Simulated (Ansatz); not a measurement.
MoAs2:
```
MoAs2
1.0
    4.49133     1.63017     0.00000
   -4.49133     1.63017     0.00000
   -3.71645     0.00000     6.66545
Mo As
2 4
Cartesian
 -2.48793   1.63017   1.99245
 -1.22852   1.63017   4.67300
  1.19065   1.63017   0.21544
 -4.90710   1.63017   6.45001
  1.35600   1.63017   4.04538
 -5.07245   1.63017   2.62006
```

Relaxed with LDA. Special points in fractions of this cell's reciprocal vectors: Γ (0.000, 0.000, 0.000); C (0.293, 0.293, 0.000); C2 (-0.293, 0.707, 0.000); Y2 (-0.500, 0.500, 0.000); M2 (-0.500, 0.500, 0.500); D (-0.268, 0.732, 0.500); D2 (0.268, 0.268, 0.500); A (0.000, 0.000, 0.500); L2 (0.000, 0.500, 0.500); V2 (0.000, 0.500, 0.000).

Q: List the band energies nearest the Fermi level at these points for plane-wave PAW LDA (Ansatz code).

A: In eV from the Fermi level; about four levels below and three above (degenerate sets whole), none deeper than 8.9 eV; points with the same levels are listed once.

| k | below | above |
|---|---|---|
| Γ | -2.08 -2.07 -1.31 -0.40 | 0.35 1.77 2.00 |
| C | -2.33 -1.97 -0.36 -0.08 | 0.75 1.05 1.59 |
| Y2 | -1.18 -1.00 -0.62 -0.35 | 1.48 1.55 1.90 |
| M2 | -1.80 -1.60 -1.00 -0.51 | 0.67 0.79 1.16 |
| D | -3.15 -2.27 -1.61 -0.25 | 0.67 0.68 1.34 |
| A | -2.54 -1.47 -1.13 -0.88 | 1.31 1.35 1.59 |
| L2 | -2.77 -2.16 -1.45 -0.81 | 0.47 1.23 1.40 |
| V2 | -3.15 -3.00 -2.46 -1.77 | 0.34 1.32 1.35 |

Space group C2/m. The first step of the workflow began from a Materials Project structure, measured or hypothetical; the Crystallography Open Database copy checked does not list it. COD files the formula under space group No. 5. Whether it is the stable phase at ambient conditions was not checked. The cell was relaxed with LDA under the symmetry of its start; whether a distortion lowers the energy is not shown. The run is not spin-polarised. Spin–orbit coupling is left out wherever it is not named.

Potentials: the later of the program's two PAW sets.
